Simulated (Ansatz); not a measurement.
LaGe2Ru2:
```
LaGe2Ru2
1.0
   -2.15435     2.15435     5.07017
    2.15435    -2.15435     5.07017
    2.15435     2.15435    -5.07017
La Ge Ru
1 2 2
Direct
  0.00000   0.00000   0.00000
  0.63745   0.63745   0.00000
  0.36255   0.36255   0.00000
  0.25000   0.75000   0.50000
  0.75000   0.25000   0.50000
```

Relaxed with r²SCAN. Special points in fractions of this cell's reciprocal vectors: Γ (0.000, 0.000, 0.000); X (0.000, 0.000, 0.500); P (0.250, 0.250, 0.250); N (0.000, 0.500, 0.000); M (0.500, 0.500, -0.500); S (0.295, 0.705, -0.295); S0 (-0.295, 0.295, 0.295); R (-0.090, 0.090, 0.500); G (0.500, 0.500, -0.090).

### Question
List the band energies nearest the Fermi level at these points for plane-wave PAW r²SCAN (Ansatz code).

### Answer
In eV from the Fermi level; about four levels below and three above (degenerate sets whole), none deeper than 8.9 eV; points with the same levels are listed once.

```
k                          below           above
-  -----------------------------  --------------
Γ  -0.58 -0.58 -0.36 -0.26 -0.12  1.19 2.00 2.00
X        -1.61 -0.78 -0.65 -0.60  0.10 1.58 1.67
P        -0.63 -0.62 -0.34 -0.34  1.63 1.63 2.32
N        -1.71 -1.53 -0.89 -0.39  1.03 2.00 2.47
M        -2.37 -2.37 -2.32 -0.26  0.34 0.34 1.19
S        -1.71 -1.39 -1.38 -1.36  1.20 1.26 1.29
R        -2.02 -1.75 -1.31 -0.66  0.11 0.15 1.59
```

Space group I4/mmm. The workflow started from a Materials Project entry (that database holds measured and hypothetical structures alike); the Crystallography Open Database copy checked does not list it. Its standing as an ambient phase is unchecked. Symmetry was held in the r²SCAN relaxation; whether a distortion lowers the energy is not shown. No spin polarisation was allowed. Spin–orbit coupling is left out wherever it is not named.

Potentials: the earlier of the program's two PAW sets.
